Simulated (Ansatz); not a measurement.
## 6 guesses for MgBe₂Te₃ and where they end

These are results of DFT PBE, scalar-relativistic, plane waves, PAW in Ansatz 0.2.0, not measurements. All cells share a 420 eV cutoff and Γ-centred k meshes spaced at most about 0.3 Å⁻¹ (about 0.25 or finer for metals, 2π included). No spin polarisation in the final relaxations.

Each guess was relaxed in cell and atoms at zero pressure, within the symmetry of its start. Temperature and zero-point effects are left out. Coordination counts Te atoms around Be and Mg (those within 1.25 times the shortest such distance or 1.15 times the sum of covalent radii; a plus sign parts nearer from farther groups; the shortest distance is added where it is long for a bond; a slash parts the counts of unlike sites).

```csv
guess,made from,start group,V start (Å³/atom),end group,V end (Å³/atom),coordination at the end,gap on mesh (eV),E over the lowest end (meV/atom)
1,ErCo3Ge2 type,P6mm,20.9,P6mm,28.4,"Mg 6 from 3.9 Å, Be 3",0,464
2,ErB2Ru3 type,P6/mmm,22.0,?,?,?,?,?
3,Ti3NbAl2 type,P-3m1,24.9,P-3m1,25.4,"Mg 6, Be 1+3",0,0
4,Zr2P3S type,P4mm,19.5,P4mm,26.5,"Mg 4 from 3.3 Å, Be 4/5",0,262
5,Dy2CuAg3 type,P4mm,22.4,P4mm,27.2,"Mg 5, Be 1+4/5",0,81
6,random cell,P6/mmm,23.4,P6/mmm,30.1,"Mg 12 from 4.3 Å, Be 3",0,507
```

Guess 2 as it starts:

```
Mg Be Te
1.0
     6.51040    0.00000    0.00000
    -3.25520    5.63817    0.00000
     0.00000    0.00000    3.59281
Mg Be Te
1 2 3
Direct
  0.00000 0.00000 0.00000
  0.33333 0.66667 0.00000
  0.66667 0.33333 0.00000
  0.50000 0.00000 0.50000
  0.50000 0.50000 0.50000
  0.00000 0.50000 0.50000
```

**Question.** Predict the end of this guess and its energy over the lowest end.

**Answer.** It ends in space group P6/mmm (No. 191), with a = 7.385 Å, c = 3.217 Å, 25.3 Å³/atom and no gap. It lies 0.53 eV/atom over the lowest end, above guess 6 and so the highest of the set. Counting Te atoms around Be and Mg, this end has Mg 12 from 4.0 Å, Be 6 and the lowest (guess 3) has Mg 6, Be 1+3.

```
Mg Be Te
1.0
     7.38470    0.00000    0.00000
    -3.69235    6.39533    0.00000
     0.00000    0.00000    3.21713
Mg Be Te
1 2 3
Cartesian
  0.0000 0.0000 0.0000
  0.0000 4.2636 0.0000
  3.6923 2.1318 0.0000
  3.6923 0.0000 1.6086
  1.8462 3.1977 1.6086
  -1.8462 3.1977 1.6086
```

Energies over the elements count from the elements' standard structures at the same level, with no fitted energy shifts.

**Question.** Is the lowest end bound against the elements?

**Answer.** Yes: its formation energy is −0.16 eV/atom. Whether it is stable depends on the other phases of the system, which aren't compared here.

Weakly bound directions are ill-defined at this level, which has no dispersion term (P4mm at 27.2 Å³/atom), and this can change margins and order among such cells. Spin–orbit coupling, which can matter for Te, is left out. The zero gap of P-3m1 may come from the functional, which often closes small gaps, or the cell may be a true semimetal. The reference form of Te is held partly by dispersion forces, which this level lacks. Cells relaxed within their symmetry can be saddle points. A lower structure may well exist outside this small set. Some types were kept out of the candidates beforehand, so the set may lack a known form.
